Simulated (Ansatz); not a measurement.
HfO₂:
```
CELL_PARAMETERS angstrom
      5.22912     0.00000     0.00000
      0.00000     5.01785     0.00000
      0.00000     0.00000     5.04207
ATOMIC_POSITIONS crystal
  Hf 0.03288 0.26756 0.24232
  Hf 0.96712 0.73244 0.74232
  Hf 0.46712 0.26756 0.74232
  Hf 0.53288 0.73244 0.24232
  O  0.36801 0.07175 0.37988
  O  0.63199 0.92825 0.87988
  O  0.13199 0.07175 0.87988
  O  0.86801 0.92825 0.37988
  O  0.73404 0.45967 0.49080
  O  0.26596 0.54033 0.99080
  O  0.76596 0.45967 0.99080
  O  0.23404 0.54033 0.49080
```

Relaxed with PBEsol. Independent-particle spectrum: no excitons, no local fields, no scissors shift; 0.1 eV broadening; ε₁ of the summed bands alone.

Task: Tabulate the dielectric function from PBEsol (plane waves, PAW; program Ansatz).

Result: 

```csv
E (eV),ε₁ xx,ε₂ xx,ε₁ yy,ε₂ yy,ε₁ zz,ε₂ zz
0.0,5.00,0.00,5.28,0.00,5.00,0.00
0.5,5.02,0.00,5.30,0.00,5.02,0.00
1.0,5.06,0.00,5.35,0.00,5.06,0.00
1.5,5.14,0.00,5.44,0.00,5.14,0.00
2.0,5.26,0.00,5.58,0.00,5.26,0.00
2.5,5.42,0.00,5.78,0.00,5.42,0.00
3.0,5.65,0.00,6.05,0.00,5.65,0.00
3.5,5.98,0.00,6.45,0.00,5.97,0.00
4.0,6.47,0.00,7.08,0.00,6.46,0.00
4.5,7.36,0.00,8.40,0.02,7.34,0.00
5.0,9.32,1.34,9.62,1.67,9.58,1.46
5.5,8.23,4.79,9.65,6.76,8.04,3.53
6.0,7.55,4.47,7.30,4.75,8.18,4.05
6.5,7.02,6.46,6.77,7.00,7.43,6.52
7.0,5.79,5.30,5.88,6.41,6.11,6.05
7.5,5.14,6.75,4.44,9.31,4.98,8.08
8.0,3.60,5.51,2.29,7.25,3.98,6.28
8.5,4.46,6.08,2.17,5.97,2.68,5.83
9.0,3.70,7.57,1.80,6.99,3.24,7.58
9.5,0.74,7.91,0.85,5.72,2.20,7.55
10.0,0.58,7.21,1.02,7.04,0.61,8.11
10.5,-1.10,6.54,-0.93,6.21,-1.96,7.52
11.0,-2.07,5.13,-1.64,4.55,-2.16,5.19
11.5,-1.64,3.85,-1.17,4.05,-2.71,4.17
12.0,-1.80,3.30,-1.66,3.76,-2.43,2.72
```

Task: From ε at 5.5 eV (xx: 8.23 + 4.79i), find n, k, the normal reflectivity and the absorption coefficient.

Result: n = 2.98, k = 0.804, R = 28 %, α = 2kE/ħc = 450000 cm⁻¹.

With all bands, ε∞ without local fields is 5.27 (xx), 5.55 (yy), 5.28 (zz). DFPT, with local fields, gives 5.05 (xx), 5.30 (yy), 5.05 (zz).

Space group Pca2_1. Symmetry was held in the PBEsol relaxation. The run is not spin-polarised. Scalar-relativistic: spin–orbit coupling is off unless named, which matters more the heavier the elements.

Potentials: the earlier of the program's two PAW sets. The files were generated under PBE; for other functionals the program regenerates the frozen cores, and for LDA and PBEsol the local potential too.
